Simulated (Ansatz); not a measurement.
CrGe (rock salt, Fm-3m) under volume change, PBE in the plane-wave PAW code Ansatz, scaled uniformly.

```
V (Å³/atom)  E − E(relaxed) (meV/atom)  P (GPa)
-----------  -------------------------  -------
14.348                            50.6    12.64
14.821                            21.0     7.59
15.294                             4.9     3.42
15.767                             0.0     0.00
16.240                             4.6    -3.04
16.713                            17.4    -5.46
17.186                            36.1    -7.21
```

### Question
What does a third-order Birch–Murnaghan fit give for V₀, B₀ and B′?

### Answer
V₀ = 15.75 Å³/atom, B₀ = 106 GPa, B′ = 5.3.

The cell is a constructed one: a structure type filled with these elements; neither database checked (COD, Materials Project) lists it. Its standing as an ambient phase is unchecked. Symmetry was held in the PBE relaxation. At this level the phase is mechanically unstable. Spin order of the final state: ferromagnetic, chosen from 3 collinear starts compared on coarse meshes (ties went to the first, and starts can fall back to one state), not a proven ground state.

Potentials: the later of the program's two PAW sets.
